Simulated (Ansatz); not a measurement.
An element in the bcc structure gives these cold pressures by all-electron LAPW under LDA (Ansatz 0.2.0, scalar-relativistic, no spin polarisation).

```csv
V (Å³/atom),P (GPa)
33.40,-0.03
30.73,0.85
28.05,2.16
25.38,4.13
22.71,7.19
20.04,12.11
17.37,20.4
15.03,33.1
```

Question: Which element is it?

Answer: Na. Its zero-pressure volume in this structure is near 33.4 Å³/atom; the volume and the steepness of P(V) together point to it, though neighbours can come close. Neighbours weren't tried against these numbers.
